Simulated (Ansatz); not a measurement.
Input:

TaGaNi6:
```yaml
crystal:
  lattice:
    - [3.59853, 0.00000, 0.00000]
    - [0.00000, 3.59853, 0.00000]
    - [0.00000, 0.00000, 7.10818]
  atoms:
    - { symbol: Ta, position: [0.00000, 0.00000, 0.50000] }
    - { symbol: Ga, position: [0.00000, 0.00000, 0.00000] }
    - { symbol: Ni, position: [0.50000, 0.50000, 0.00000] }
    - { symbol: Ni, position: [0.50000, 0.50000, 0.50000] }
    - { symbol: Ni, position: [0.50000, 0.00000, 0.24663] }
    - { symbol: Ni, position: [0.50000, 0.00000, 0.75337] }
    - { symbol: Ni, position: [0.00000, 0.50000, 0.24663] }
    - { symbol: Ni, position: [0.00000, 0.50000, 0.75337] }
```

This is the r²SCAN-relaxed structure.

Question: All from the program Ansatz at the r²SCAN level (PAW), unless another level is named. Predict the density of states at the Fermi level.

Answer: 0.14 states/eV per atom (mean over ±0.08 eV).

Question: And the formation energy from the elements (no fitted shifts)?

Answer: -0.34 eV/atom.

Space group P4/mmm. The first step of the workflow began from a Materials Project structure, measured or hypothetical; the Crystallography Open Database copy checked does not list it. With Ta and Ga taken as one species the cell has the higher symmetry Pm-3m, so it may be an ordered model of a mixed-site phase. Its standing as an ambient phase is unchecked. The r²SCAN relaxation kept the symmetry of its start; its stability against distortions is not shown here. No spin polarisation was allowed. The references are the lowest solids computed at this level, not always the standard phases. Scalar-relativistic: spin–orbit coupling is off unless named, which matters more the heavier the elements.

Potentials: the later of the program's two PAW sets.
